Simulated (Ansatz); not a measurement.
Given:

HfN:
```
HfN
1.0
    0.00000     2.23409     2.23409
    2.23409     0.00000     2.23409
    2.23409     2.23409     0.00000
Hf N
1 1
Direct
  0.00000   0.00000   0.00000
  0.50000   0.50000   0.50000
```

This is the LDA-relaxed structure.

Task: All from DFT-LDA in the program Ansatz with PAW potentials, unless another level is named. Predict the Poisson's ratio.

Result: 0.26.

Task: Give the highest zone-centre frequency.

Result: 515 cm^-1.

Space group Fm-3m (rock salt). The cell was relaxed with LDA under the symmetry of its start; of distortions, only those at the zone centre were tested. The run is not spin-polarised. As this level gives no gap, phonon frequencies hold no LO–TO term and depend on the k-mesh and smearing (Fermi–Dirac, 0.1 eV here). Scalar-relativistic: spin–orbit coupling is off unless named, which matters more the heavier the elements.

Potentials: the earlier of the program's two PAW sets.
